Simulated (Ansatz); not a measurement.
NbN (rock salt)

```
CELL_PARAMETERS angstrom
      0.00000     2.21063     2.21063
      2.21063     0.00000     2.21063
      2.21063     2.21063     0.00000
ATOMIC_POSITIONS crystal
  N  0.00000 0.00000 0.00000
  Nb 0.50000 0.50000 0.50000
```

The relaxed cell is deformed in two ways at once: its volume V is scaled, and at that volume it is stretched along z (the c axis of the conventional cell) so that c/a changes. Fractional atomic positions are held.

Computed with PBE (plane waves to 420 eV, PAW, scalar-relativistic; Ansatz, a first-principles code). k mesh 18×18×18 (Γ-centred), Fermi-Dirac smearing 0.05 eV. Stress and pressure are positive under compression. With partly filled bands, the response to shear is sensitive to the k mesh, so small differences along c/a are uncertain. NbN is run without spin polarisation. NbN was relaxed with its symmetry unable to fall. This is a high-temperature form of NbN.

At one point of the scan the stress tensor (GPa) is:

```
  -11.0      0.0      0.0
    0.0    -11.0      0.0
    0.0      0.0    -11.0
```

Problem. Which point is it?
A. V/V₀ = 1.020, (c/a)/(c/a)₀ = 1.080
B. V/V₀ = 1.040, (c/a)/(c/a)₀ = 1.000
C. V/V₀ = 1.040, (c/a)/(c/a)₀ = 1.040
D. V/V₀ = 1.020, (c/a)/(c/a)₀ = 0.920

Solution. B, V/V₀ = 1.040, (c/a)/(c/a)₀ = 1.000

(A scan under strain: stresses follow from slopes of the energy per volume, elastic moduli from its curvatures.)
